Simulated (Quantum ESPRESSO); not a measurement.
# CuTaVAl5: input and log of a self-consistent run

Simulated, not a measurement. The program is pw.x of Quantum ESPRESSO 7.5 (plane-wave density functional theory). The cell is made up: eight metal atoms on a hexagonal close-packed lattice, with elements, volume, strain and displacements drawn at random and not relaxed, so it may be unstable or far from any real phase. PseudoDojo standard norm-conserving files set the functional (PBE unless stated); there is no spin polarisation or spin-orbit coupling, the Fermi-Dirac width of 0.25 eV means electrons at about 2900 K, and the masses in the input are unused placeholders. The copper pseudopotential is less sure than most, with forces differing by about three percent and pressure by about two GPa from a second method on plain copper. Heavy elements are run without spin-orbit coupling, which real alloys of them have. A spin test at this wide smearing found no moment, but such smearing suppresses magnetism that the real alloy may have.

Input:

```
&control calculation='scf', pseudo_dir='./dojo.nc.sr.pbe.v0_5.standard.upf', outdir='./o', disk_io='minimal', tprnfor=.true., tstress=.true. /
&system ibrav=0, nat=8, ntyp=4, nbnd=40, ecutwfc=92.02030273, nosym=.true., tot_charge=0,
 occupations='smearing', smearing='fd', degauss=0.0183746611
/
&electrons conv_thr=1.470e-08, electron_maxstep=70, mixing_beta=0.5 /
ATOMIC_SPECIES
Al 1.0 Al.upf
Cu 1.0 Cu.upf
Ta 1.0 Ta.upf
V 1.0 V.upf
CELL_PARAMETERS angstrom
-2.7251 0.0032 0.0211
0.0353 -0.0431 -4.6122
0.0113 -9.6111 -0.0893
ATOMIC_POSITIONS angstrom
Cu 0.0444 -0.1362 0.0057
Ta -0.1329 -4.8818 0.0721
V 0.1477 -3.2945 -2.3867
Al -0.0655 -8.0823 -2.4249
Al -1.326 -2.4592 -0.0474
Al -1.4333 -7.2322 -0.0005
Al -1.3307 -0.7658 -2.1349
Al -1.3087 -5.7186 -2.2297
K_POINTS automatic
10 6 3 1 1 1
```

The log is shortened where brackets say so; the opening notice, blank lines, dates and the lines on written files are dropped, and the path of the files is cut. It prints rydbergs, bohrs and kilobars, and counts compression as positive stress. Its total energy is the free energy E - TS of the whole cell.

```
     Program PWSCF v.7.5
     Parallel version (MPI & OpenMP), running on       4 processor cores
     Number of MPI processes:                 4
     Threads/MPI process:                     1
     [start-up lines left out]
     bravais-lattice index     =            0
     lattice parameter (alat)  =       5.1499  a.u.
     unit-cell volume          =     815.0726 (a.u.)^3
     number of atoms/cell      =            8
     number of atomic types    =            4
     number of electrons       =        60.00
     number of Kohn-Sham states=           40
     kinetic-energy cutoff     =      92.0203  Ry
     charge density cutoff     =     368.0812  Ry
     scf convergence threshold =      1.5E-08
     mixing beta               =       0.5000
     number of iterations used =            8  plain     mixing
     Exchange-correlation= PBE
                           (   1   4   3   4   0   0   0)
     [axes and pseudopotential details left out]
   Cartesian axes
     site n.     atom                  positions (alat units)
         1        Cu     tau(   1) = (   0.0162925  -0.0499783   0.0020916  )
         2        Ta     tau(   2) = (  -0.0487674  -1.7913656   0.0264569  )
         3        V      tau(   3) = (   0.0541982  -1.2089094  -0.8757942  )
         4        Al     tau(   4) = (  -0.0240351  -2.9657819  -0.8898116  )
         5        Al     tau(   5) = (  -0.4865727  -0.9023979  -0.0173933  )
         6        Al     tau(   6) = (  -0.5259462  -2.6538396  -0.0001835  )
         7        Al     tau(   7) = (  -0.4882974  -0.2810086  -0.7833968  )
         8        Al     tau(   8) = (  -0.4802245  -2.0984275  -0.8181834  )
     number of k points=    90  Fermi-Dirac smearing, width (Ry)=  0.0184
                       cart. coord. in units 2pi/alat
        k(    1) = (  -0.0504374  -0.0468599  -0.0491868), wk =   0.0222222
        k(    2) = (  -0.0502291   0.1421871  -0.0509518), wk =   0.0222222
     [further k points left out]
     Dense  grid:    97241 G-vectors     FFT dimensions: (  32,  54, 120)
     Estimated max dynamical RAM per process >     315.68 MB
     Estimated total dynamical RAM >       1.16 GB
     Initial potential from superposition of free atoms
     starting charge      59.9855, renormalised to      60.0000
     Starting wfcs are   50 randomized atomic wfcs
     total cpu time spent up to now is       11.1 secs
     per-process dynamical memory:   262.7 Mb
     Self-consistent Calculation
     iteration #  1     ecut=    92.02 Ry     beta= 0.50
     Davidson diagonalization with overlap
     ethr =  1.00E-02,  avg # of iterations =  3.7
     total cpu time spent up to now is       39.8 secs
     total energy              =    -659.54992631 Ry
     estimated scf accuracy    <      29.21419607 Ry
     iteration #  2     ecut=    92.02 Ry     beta= 0.50
     Davidson diagonalization with overlap
     ethr =  1.00E-02,  avg # of iterations =  6.5
     total cpu time spent up to now is       76.1 secs
     total energy              =    -666.24418841 Ry
     estimated scf accuracy    <     292.92399763 Ry
     iteration #  3     ecut=    92.02 Ry     beta= 0.50
     Davidson diagonalization with overlap
     ethr =  1.00E-02,  avg # of iterations =  7.4
     total cpu time spent up to now is      110.4 secs
     total energy              =    -680.47022967 Ry
     estimated scf accuracy    <      19.74303613 Ry
     iteration #  4     ecut=    92.02 Ry     beta= 0.50
     Davidson diagonalization with overlap
     ethr =  1.00E-02,  avg # of iterations =  5.5
     total cpu time spent up to now is      133.4 secs
     total energy              =    -680.47178299 Ry
     estimated scf accuracy    <      15.79977436 Ry
     iteration #  5     ecut=    92.02 Ry     beta= 0.50
     Davidson diagonalization with overlap
     ethr =  1.00E-02,  avg # of iterations =  1.9
     total cpu time spent up to now is      152.3 secs
     total energy              =    -680.35290415 Ry
     estimated scf accuracy    <       7.79864910 Ry
     [iterations 6 to 15 left out]
     iteration # 16     ecut=    92.02 Ry     beta= 0.50
     Davidson diagonalization with overlap
     ethr =  3.98E-08,  avg # of iterations =  3.8
     total cpu time spent up to now is      394.7 secs
     total energy              =    -680.28297394 Ry
     estimated scf accuracy    <       0.00001050 Ry
     iteration # 17     ecut=    92.02 Ry     beta= 0.50
     Davidson diagonalization with overlap
     ethr =  1.75E-08,  avg # of iterations =  1.7
     total cpu time spent up to now is      413.1 secs
     total energy              =    -680.28297426 Ry
     estimated scf accuracy    <       0.00000169 Ry
     iteration # 18     ecut=    92.02 Ry     beta= 0.50
     Davidson diagonalization with overlap
     ethr =  2.82E-09,  avg # of iterations =  2.0
     total cpu time spent up to now is      434.0 secs
     total energy              =    -680.28297447 Ry
     estimated scf accuracy    <       0.00000013 Ry
     iteration # 19     ecut=    92.02 Ry     beta= 0.50
     Davidson diagonalization with overlap
     ethr =  2.13E-10,  avg # of iterations =  4.5
     total cpu time spent up to now is      460.6 secs
     total energy              =    -680.28297450 Ry
     estimated scf accuracy    <       0.00000006 Ry
     iteration # 20     ecut=    92.02 Ry     beta= 0.50
     Davidson diagonalization with overlap
     ethr =  1.00E-10,  avg # of iterations =  2.0
     total cpu time spent up to now is      480.2 secs
     End of self-consistent calculation
     [lines on levels left out]
!    total energy              =    -680.28297450 Ry
     estimated scf accuracy    <          4.2E-09 Ry
     smearing contrib. (-TS)   =      -0.06704624 Ry
     internal energy E=F+TS    =    -680.21592827 Ry
     The total energy is F=E-TS. E is the sum of the following terms:
     one-electron contribution =    -497.91534015 Ry
     hartree contribution      =     272.40676266 Ry
     xc contribution           =    -110.23312678 Ry
     ewald contribution        =    -344.47422399 Ry
     convergence has been achieved in  20 iterations
     Forces acting on atoms (cartesian axes, Ry/au):
     atom    1 type  2   force =    -0.00045393    0.01710474    0.01065572
     atom    2 type  3   force =     0.00960079    0.03126161   -0.01273168
     atom    3 type  4   force =     0.00818617    0.00371599    0.01850209
     atom    4 type  1   force =     0.01123519   -0.01394193    0.01427711
     atom    5 type  1   force =    -0.00319029    0.02127857    0.00806457
     atom    6 type  1   force =    -0.00792440   -0.03952094   -0.01124607
     atom    7 type  1   force =     0.00040209   -0.04004207   -0.02309375
     atom    8 type  1   force =    -0.01785562    0.02014403   -0.00442800
     Total force =     0.088010     Total SCF correction =     0.000235
     Computing stress (Cartesian axis) and pressure
          total   stress  (Ry/bohr**3)                   (kbar)     P=       40.21
   0.00039459   0.00010241   0.00003372           58.05       15.07        4.96
   0.00010241   0.00024477  -0.00008279           15.07       36.01      -12.18
   0.00003372  -0.00008279   0.00018056            4.96      -12.18       26.56
     init_run     :     10.10s CPU     10.48s WALL (       1 calls)
     electrons    :    466.79s CPU    469.10s WALL (       1 calls)
     forces       :      3.31s CPU      3.35s WALL (       1 calls)
     stress       :     12.81s CPU     12.81s WALL (       1 calls)
     [timing details left out]
     PWSCF        :   8m13.64s CPU   8m16.46s WALL
     JOB DONE.
```

In other units: free energy -9255.721 eV for the cell, pressure 4.02 GPa, largest force component 1.030 eV/Å in size. The run took 498 s of wall time with four MPI processes on a shared machine (Intel Xeon, older, virtual cores), so the time is rough. A rerun of this cell at a higher cutoff and on a denser mesh moved values by no more than 0.005 eV in energy, 0.13 GPa in stress and 0.014 eV/Å in force, and a second program with other atomic files agreed on that cell to 2 % rms in force and 0.5 GPa in pressure.